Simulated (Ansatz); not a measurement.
LaAlH₆ in space group R-3m (No. 166; La on 3b, Al on 3a, H on 18h) under volume change, HSE06 in the plane-wave PAW code Ansatz, shape and atoms relaxed at each volume.

```
V (Å³/atom)  E − E(relaxed) (meV/atom)  P (GPa)
-----------  -------------------------  -------
8.729                             19.4     7.77
9.017                              8.2     4.78
9.305                              2.0     2.24
9.592                              0.0     0.02
9.880                              1.7    -1.85
10.168                             6.5    -3.44
10.456                            13.9    -4.77
```

**Question.** What does a third-order Birch–Murnaghan fit give for V₀, B₀ and B′?

**Answer.** V₀ = 9.60 Å³/atom, B₀ = 67.0 GPa, B′ = 4.3.

The first step of the workflow began from a Materials Project structure, measured or hypothetical; the Crystallography Open Database copy checked does not list it. Its standing as an ambient phase is unchecked. Symmetry was held in the HSE06 relaxation; whether a distortion lowers the energy is not shown. Scalar-relativistic: spin–orbit coupling is off unless named, which matters more the heavier the elements.

Potentials: the later of the program's two PAW sets.
